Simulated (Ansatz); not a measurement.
One crystal and one scan (energy against volume) at two levels, r2SCAN (plane waves to 500 eV, PAW, scalar-relativistic; Ansatz, an electronic-structure program) and PBE (plane waves to 420 eV, PAW, scalar-relativistic; Ansatz), each from its own relaxed cell and on its own mesh. The cell shown is that of r2SCAN.

ZnO (wurtzite)

```yaml
crystal:
  lattice:
    - [3.23524, 0.00000, 0.00000]
    - [-1.61762, 2.80180, 0.00000]
    - [0.00000, 0.00000, 5.21128]
  atoms:
    - { symbol: Zn, position: [0.66667, 0.33333, 0.00243] }
    - { symbol: Zn, position: [0.33333, 0.66667, 0.50243] }
    - { symbol: O, position: [0.66667, 0.33333, 0.62277] }
    - { symbol: O, position: [0.33333, 0.66667, 0.12277] }
```

The volume is varied about the relaxed value V₀ at fixed cell shape. The atoms relax within the cell's symmetry.

The energy includes the smearing's −TS. The PAW data are Ansatz's earlier set. ZnO was relaxed with its symmetry unable to fall. With the shape held, the modulus is that of even scaling; a crystal free to change shape is softer. Percentages come from the unrounded values. Both scans cover V/V₀ from 0.840 to 1.160.

Results of r2SCAN:

Lattice constant a (Å): 3.235
Lattice constant c (Å): 5.211
Relaxed volume (Å³/atom): 11.81
Pressure at the smallest volume (GPa): 38.3
Energy cost of the largest compression (meV/atom): 192.9
Energy cost of the largest expansion (meV/atom): 107.7
Bulk modulus at fixed cell shape B₀ (third-order Birch-Murnaghan fit) (GPa): 149.3
Pressure for 5 % compression (fit) (GPa): 8.6

Problem. What does PBE give for the same quantities?

Solution. 
```csv
quantity,PBE,r2SCAN − PBE
Lattice constant a (Å),3.280,-0.045 (-1.4 %)
Lattice constant c (Å),5.294,-0.083 (-1.6 %)
Relaxed volume (Å³/atom),12.33,-0.52 (-4.2 %)
Pressure at the smallest volume (GPa),33.2,+5.1 (+16 %)
Energy cost of the largest compression (meV/atom),174.4,+18.5 (+11 %)
Energy cost of the largest expansion (meV/atom),97.2,+10.5 (+11 %)
Bulk modulus at fixed cell shape B₀ (third-order Birch-Murnaghan fit) (GPa),129.1,+20.2 (+16 %)
Pressure for 5 % compression (fit) (GPa),7.4,+1.2 (+16 %)
```

r2SCAN gives the higher value for: pressure at the smallest volume; energy cost of the largest compression; energy cost of the largest expansion; bulk modulus at fixed cell shape B₀; pressure for 5 % compression. r2SCAN gives the lower value for: lattice constant a; lattice constant c; relaxed volume.

(A scan under strain: stresses follow from slopes of the energy per volume, elastic moduli from its curvatures.)
